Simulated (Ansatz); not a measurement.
ZnO:
```xyz
8
Lattice="5.5133 0.0000 0.0000 0.0000 5.5133 0.0000 0.0000 0.0000 3.2486" Properties=species:S:1:pos:R:3 pbc="T T T"
Zn     1.0022     1.0022     1.6243
Zn     4.5111     4.5111     1.6243
Zn     1.7544     3.7588     0.0000
Zn     3.7588     1.7544     0.0000
O      4.5070     1.0062     1.6243
O      1.0062     4.5070     1.6243
O      1.7504     1.7504     0.0000
O      3.7629     3.7629     0.0000
```

Relaxed with r²SCAN.

**Question.** Tabulate the valence density and the electron localisation function along the shortest Zn–O contact (1.94 Å), r²SCAN in the plane-wave PAW code Ansatz.

**Answer.** 

```
distance from Zn (Å)  density (e/Å³)   ELF
--------------------  --------------  ----
0.19                           30.74  0.00
0.29                           18.69  0.00
0.39                            9.75  0.00
0.48                            4.64  0.02
0.58                            2.24  0.05
0.68                            1.24  0.09
0.78                            0.82  0.13
0.87                            0.66  0.16
0.97                            0.64  0.25
1.07                            0.76  0.47
1.16                            1.02  0.70
1.26                            1.47  0.81
1.36                            2.22  0.83
1.45                            3.33  0.80
1.55                            4.64  0.73
1.65                            5.88  0.59
1.74                            6.82  0.41
```

The density is the valence pseudo-density with augmentation charge, so density and ELF within about 1 Å of a nucleus are not all-electron values.

Space group P4_2/mnm. The first step of the workflow began from a Materials Project structure, measured or hypothetical; the Crystallography Open Database copy checked does not list it. It is not the phase usual at ambient conditions (space group No. 186). The cell was relaxed with r²SCAN under the symmetry of its start; its stability against distortions is not shown here.

Potentials: the later of the program's two PAW sets.
